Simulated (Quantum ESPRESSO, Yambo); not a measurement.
KBr (rock salt, space group Fm-3m, No. 225) under isotropic strain (on all lattice vectors), counted from the cell relaxed with PBEsol, atoms relaxed at each step. norm-conserving PBEsol (Quantum ESPRESSO, 74 Ry, without SOC); G0W0 in Yambo (4×4×4 Γ-centred k mesh, 125 bands and a 8 Ry block in the screening, 125 bands in G with the Bruneval-Gonze terminator, plasmon pole fitted at 27.2 eV).

```tsv
strain s (%)	PBEsol direct gap at Γ (eV)	G0W0 direct gap at Γ (eV)
-3	?	?
-1.5	4.457	7.070
-0.7	4.394	7.011
0	4.340	6.966
+1	4.267	6.916
+2	4.197	6.878
```

Problem. Fit a parabola in s to each column by least squares and predict the withheld row.

Solution. PBEsol: E = 4.340 − 0.0752 s + 0.0018 s² (largest residual 0 meV), giving 4.582 eV at s = -3; the run gave 4.585 eV, a miss of 3 meV. G0W0: E = 6.967 − 0.0583 s + 0.0070 s² (largest residual 1 meV), giving 7.204 eV at s = -3; the run gave 7.178 eV, a miss of 27 meV. The withheld row lies outside the fitted range, so this is an extrapolation. The GW settings are held fixed; their convergence isn't established. The screening block changes size along the series (181 vectors at -3 %, 181 vectors at -1.5 %, 181 vectors at -0.7 %, 181 vectors at +0 %, 181 vectors at +1 %, 229 vectors at +2 %), which puts steps into the G0W0 values. Spin-orbit splittings are left out.
